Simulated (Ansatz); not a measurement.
Ansatz input file:

```yaml
crystal:
  lattice:
    - [1.6201315885, 0.9353834087, 8.2728585916]
    - [-1.6201315885, 0.9353834087, 8.2728585916]
    - [0.0, -1.8707668175, 8.2728585916]
  atoms:
    - { symbol: Mg, position: [0.7830290065, 0.7830290065, 0.7830290065] }
    - { symbol: Sc, position: [0.9955539208, 0.9955539208, 0.9955539208] }
    - { symbol: Al, position: [0.2131574801, 0.2131574801, 0.2131574801] }
    - { symbol: O, position: [0.8789841167, 0.8789841167, 0.8789841167] }
    - { symbol: O, position: [0.1380313748, 0.1380313748, 0.1380313748] }
    - { symbol: O, position: [0.7033356881, 0.7033356881, 0.7033356881] }
    - { symbol: O, position: [0.2876050732, 0.2876050732, 0.2876050732] }
basis:
  ecutwfc: 500
kpoints:
  mp_grid: { grid: [12, 12, 12] }
  band_path:
    path:
      - [[0.0, 0.0, 0.0], [-0.5, -0.5, -0.5], [-0.5, -0.17518936, -0.82481064]]
      - [[-0.17518936, 0.17518936, -0.5], [0.0, 0.0, -0.5], [0.0, 0.0, 0.0], [0.0, 0.33759468, -0.33759468]]
      - [[-0.33759468, 0.0, -0.66240532], [-0.5, 0.0, -0.5], [0.0, 0.0, 0.0]]
    npoints: 14
hamiltonian:
  xc: r2scan
scf:
  occupations: { method: gaussian, width: 0.02 }
  n_extra_bands: 17
output:
  forces: true
  stress: true
  eigenvalues: true
  populations: true
  dos: { projected: true, de: 0.02, nscf_kmesh: { grid: [18, 18, 18] } }
  bader: true
```

Launched with
```bash
ansatz run input.yaml --threads 2 --pin off --max-ram 5120MiB --backend cpu --events-out ev --progress --plain --runs-dir out
```

Method: DFT r2SCAN, scalar-relativistic, plane waves, PAW (Ansatz).

Part of what the program printed, abridged (final results; tables in files aren't shown):

```
SCF 1 converged in 8 iterations: F = -6894.991637 eV  dr2 = 1.83e-8
SCF converged after 8 iterations
Free energy (F): -6894.991637 eV
Harris-Foulkes:  -6894.991637 eV  (|F-HF|=6.28e-11)
Internal energy: -6894.991637 eV  (E = F + TS)
E sigma→0 (E₀):  -6894.991637 eV
Fermi energy:    9.386871 eV
--- Per-component energies (eV) ---
  E_band       = -509.296386
  E_kinetic    = 1082.028072
  E_local      = -3791.543552  (includes V_loc(G=0)·N_el)
  E_nonlocal   = 370.301590
  E_hartree    = 1374.630937
  E_xc         = -466.142342
  E_vxc        = -647.499830  (∫ρ·V_xc dr)
  E_paw        = -2372.314947  (= ΣΔE_a)
  E_vpaw       = -313.270324  (= ΣTr[D̂ρ^β])
  E_aug_tail   = 0.004102  (compensation charges beyond the density's cutoff)
  E_vtau       = 41.418399  (kinetic-family band-sum trace: ∫τ·v_τ [+ j·A + Jᵃ·Aᵃ] dr)
  E_ewald      = -3091.502925
  E_core_change = -0.452572  (= ΣΔE_core)
  E_smearing   =  0.000000  (= −TS)
--- Forces (eV/Å), atoms counted from 1 ---
  atom   1  Mg     0.00000000     0.00000000    -0.00073557
  atom   2  Sc     0.00000000     0.00000000    -0.00054386
  atom   3  Al     0.00000000     0.00000000    -0.00096537
  atom   4  O      0.00000000     0.00000000     0.00029654
  atom   5  O      0.00000000     0.00000000     0.00143326
  atom   6  O      0.00000000     0.00000000     0.00109964
  atom   7  O      0.00000000     0.00000000     0.00015148
--- Stress (GPa, compression-positive) ---
        0.020955       0.000000       0.000000
        0.000000       0.020955       0.000000
        0.000000       0.000000       0.001222
  P = ⅓ Tr σ = 0.0144 GPa (0.144 kbar)
--- Band table (eV; the first three rows and the last of 189) ---
  k-point 0: bands = ["-67.5644", "-42.1842", "-32.6902", "-32.6705", "-32.6705", "-19.9998", "-19.6104", "-19.6104", "-12.3433", "-10.7395", "-10.3769", "-9.5482", "2.3420", "3.8221", "3.8221", "3.8257", "4.5329", "4.5329", "4.5746", "5.9050", "5.9050", "6.5649", "6.5649", "6.8171", "11.9582", "12.3424", "12.3424", "12.9915", "14.7377", "15.2800", "15.2800", "16.5728", "17.6313", "19.6022", "19.6022", "21.4170", "23.3081", "23.3081", "23.7355", "25.5810", "25.5810"]
  k-point 1: bands = ["-67.5643", "-42.1805", "-32.6900", "-32.6729", "-32.6710", "-19.9890", "-19.6521", "-19.6169", "-12.2932", "-10.6902", "-10.3547", "-9.5802", "2.4127", "3.3033", "3.7726", "3.9747", "4.2929", "4.5770", "5.0413", "5.8127", "5.8934", "6.3200", "6.5077", "6.8185", "12.2429", "12.3439", "12.4398", "12.9973", "14.4780", "15.2681", "15.5088", "16.7175", "17.9361", "19.4410", "19.7814", "21.4727", "22.8544", "23.4035", "23.5056", "25.2273", "25.3986"]
  k-point 2: bands = ["-67.5639", "-42.1704", "-32.6895", "-32.6792", "-32.6725", "-19.9601", "-19.7626", "-19.6347", "-12.1522", "-10.5655", "-10.2938", "-9.6614", "2.5072", "2.7609", "3.6435", "3.7457", "4.2895", "4.6943", "5.2416", "5.7786", "5.8529", "5.9259", "6.3706", "6.7165", "12.2444", "12.6895", "12.9287", "13.0783", "14.2306", "15.2471", "15.7306", "17.1266", "18.5730", "19.2263", "20.2968", "21.4067", "22.1010", "23.0217", "23.6278", "24.9112", "24.9436"]
  k-point 188: bands = ["-67.5644", "-42.1842", "-32.6902", "-32.6705", "-32.6705", "-19.9998", "-19.6104", "-19.6104", "-12.3267", "-10.8953", "-10.1548", "-9.6318", "2.6080", "3.1089", "3.8273", "3.8273", "4.5201", "4.5201", "5.5187", "5.9257", "5.9257", "6.2278", "6.5515", "6.5515", "12.3450", "12.3450", "12.4507", "13.0051", "13.8850", "15.2761", "15.2761", "17.3055", "17.5545", "19.6059", "19.6059", "21.0848", "23.1387", "23.1387", "24.1899", "25.7341", "26.1385"]
--- Löwdin populations: 7 sites ---
  site symbol q [e]
     0     Mg      8.3762
     1     Sc      9.7138
     2     Al      1.7434
     3      O      6.8930
     4      O      7.2391
     5      O      6.9369
     6      O      6.8079
  spilling = 0.006036 (of n_electrons = 48.000000)
--- Bader charges: 7 sites ---
  site symbol charge [e]  shift [e]
     0     Mg      1.7400     0.0067
     1     Sc      2.1155     0.0006
     2     Al      2.5767     0.0018
     3      O     -1.7308     0.0008
     4      O     -1.7205     0.0047
     5      O     -1.4774     0.0017
     6      O     -1.5036     0.0002
  estimated error of the sums over rays = 4.4e-4 e
```

The calculation finished and met its thresholds.

It took 3.1 min on 2 threads of Arm Neoverse V2, on a shared host, peak memory 1.5 GiB.